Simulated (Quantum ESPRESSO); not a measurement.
## One change at a time to Ag2AlSn2Ta3

All numbers below are calculated, not measured. They come from Quantum ESPRESSO 7.5, a public plane-wave density functional program. Each row is one single-point run on a made-up periodic cell of eight metal atoms, with elements, volume, strain and displacements drawn at random and not relaxed, so a cell may be unstable or far from any real phase. There is no spin polarisation or spin-orbit coupling.

Settings: PBE unless stated; PseudoDojo standard norm-conserving files; Fermi-Dirac width 0.25 eV, which means electrons at about 2900 K; cutoff 1116 eV; 8 x 5 x 3 k mesh shifted half a step off Gamma. E is the free energy of the whole cell (internal energy minus TS), so a -TS column is already part of it. Stress is positive in tension, and the pressure P is minus a third of its trace.

Checks: one run of this series was repeated at a higher cutoff and on a denser mesh, which moved values by no more than 0.012 eV, 0.10 GPa and 0.012 eV/Å, and a second program with other atomic files agreed on it to 2 % rms in force and 0.5 GPa in pressure. Known limits: the tin pseudopotential is less sure than most, with forces differing by about three percent from a second method on plain tin; heavy elements are run without spin-orbit coupling, which real alloys of them have; a spin test at this wide smearing found no moment, but such smearing suppresses magnetism that the real alloy may have.

The lattice is face-centred cubic, and the cell vectors in Å are (0.000, 2.154, 2.154); (-4.308, 2.154, -2.154); (-4.308, -6.462, 6.462), a volume of 159.93 Å³ in run 1. The elements on sites 1 to 8 are Ag Sn Al Sn Ag Ta Ta Ta. Each later run makes one change to run 1 and keeps the rest. E is counted from run 1, and is n/a where other atomic files have another zero of energy.

```
run                           change  V (Å³)  P (GPa)  -TS (eV)  rms force (eV/Å)  largest change of a force component (eV/Å)  E (eV)
  1                             none  159.93    -4.44    -1.016             0.517                                       0.000   0.000
  2          sites 1 and 8 exchanged  159.93    -1.78    -1.105             0.557                                       0.605  -0.306
  3    all lengths scaled by +1.50 %  167.23    -8.58    -1.078             0.412                                       0.271   0.299
  4              LDA in place of PBE  159.93   -12.62    -1.039             0.409                                       0.244     n/a
  5                     Ga on site 7  159.93    -3.70    -0.912             0.476                                       0.484     n/a
  6  site 5 moved by -0.16 Å along z  159.93    -4.40    -1.012             0.503                                       0.260       ?
```

## Worked estimate

Along the move dE = -F dx. The force on site 5 along z is -0.117 eV/Å in run 1 and 0.094 eV/Å in run 6, and the move is -0.16 Å, so the mean force times the move gives an estimate.

## Withheld value

Question: what E should run 6 give?

The estimate is -0.002 eV. The calculation gave -0.002 eV.
